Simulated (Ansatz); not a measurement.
La₂InCu₂ (space group P4/mbm)

```
La2InCu2
1.0
    7.70412     0.00000     0.00000
    0.00000     7.70412     0.00000
    0.00000     0.00000     3.91475
La In Cu
4 2 4
Direct
  0.17745   0.67745   0.50000
  0.82255   0.32255   0.50000
  0.32255   0.17745   0.50000
  0.67745   0.82255   0.50000
  0.50000   0.50000   0.00000
  0.00000   0.00000   0.00000
  0.88284   0.61716   0.00000
  0.11716   0.38284   0.00000
  0.38284   0.88284   0.00000
  0.61716   0.11716   0.00000
```

Equation-of-state scan: isotropic scaling of the cell above, V₀ being its volume. The atoms relax within the cell's symmetry.

The numbers are results of PBEsol (plane waves to 420 eV, PAW, scalar-relativistic; Ansatz, a first-principles code), not measurements. k mesh 6×6×12 (Γ-centred), Fermi-Dirac smearing 0.05 eV. E stands for the smeared free energy. La2InCu2 is run without spin polarisation. La2InCu2 was relaxed with its symmetry unable to fall. ΔE is measured from the relaxed starting cell.

Task: Estimate the ΔE (meV/atom) for V/V₀ = 0.867, 0.893, 0.947, 1.027, 1.053, 1.080, 1.107, 1.133.

Result: 
| V/V₀ | ΔE (meV/atom) |
|---|---|
| 0.867 | 109 |
| 0.893 | 66 |
| 0.947 | 15 |
| 1.027 | 3 |
| 1.053 | 12 |
| 1.080 | 27 |
| 1.107 | 45 |
| 1.133 | 68 |

(Under strain, the slope of the energy per volume gives the stress and its curvature an elastic modulus.)
